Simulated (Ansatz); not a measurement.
CeO$_{2}$ (fluorite)

```
CeO2
1.0
    0.00000     2.73214     2.73214
    2.73214     0.00000     2.73214
    2.73214     2.73214     0.00000
Ce O
1 2
Direct
  0.00000   0.00000   0.00000
  0.25000   0.25000   0.25000
  0.75000   0.75000   0.75000
```

The slice is a {111} plane (indices of the conventional cell) through the point (0.750, 0.750, 0.750) (fractional), spanned by u = [100] and v = [-1 2 0] in vectors of this cell: u (3.86 Å) and v (6.69 Å, at 90° to u). It covers one period; positions are fractions (u, v).

Level of theory: PBE (plane waves to 420 eV, PAW, scalar-relativistic; Ansatz, a quantum-chemistry and plane-wave program). k mesh 10×10×10. Inside the PAW spheres the values are not all-electron values, and peaks at nuclei hang on which shells count as valence. CeO2 is run without spin polarisation. CeO2 was relaxed with its symmetry unable to fall. The filling of the f shell was not checked against other fillings, so treat energies with care.

Task: Sketch the electron localisation function (ELF) on this plane as a map.

Result: 
```
|xxxx@@%%--          --%%@@xx|
|@@@@%%**::          ::**%%@@|
|##**++::              --++**|
|......                  ....|
|----..                  ..--|
|%%%%**::              ::**%%|
|@@@@%%==              ==%%@@|
|@@@@%%==  ..--==--..  ==%%@@|
|@@@@##::..==%%%%%%==..--##@@|
|@@%%==..--%%@@@@@@%%--..==%%|
|++==....**@@xxxxxx@@**....==|
|..    ::%%@@xxxxxx@@%%::    |
|      --%%@@xxxxxx@@%%--    |
|      ::**%%@@@@@@%%**::    |
|        --++**##**++::      |
|          ..........        |
|          ..------..        |
|        ::**%%%%%%**::      |
|        ==%%@@@@@@%%==      |
|==--..  ==%%@@@@@@%%==  ..--|
|%%%%==..--##@@@@@@##::..==%%|
|@@@@%%--..==%%@@%%==..--%%@@|
|xxxx@@**....==++==....**@@xx|
|xxxx@@%%::    ..    ::%%@@xx|
```
Scale: ten equal steps from 0.02 (start of ' ') to 0.87 (end of '@'), in the order ' .:-=+*#%@'. Values: electron localisation function (ELF). The map has 14 points along u (two characters each, u = 0 at the left) and 24 along v (v = 0 in the bottom row). Points within 0.5 Å of a nucleus are blanked (x), as the pseudised field means little there.
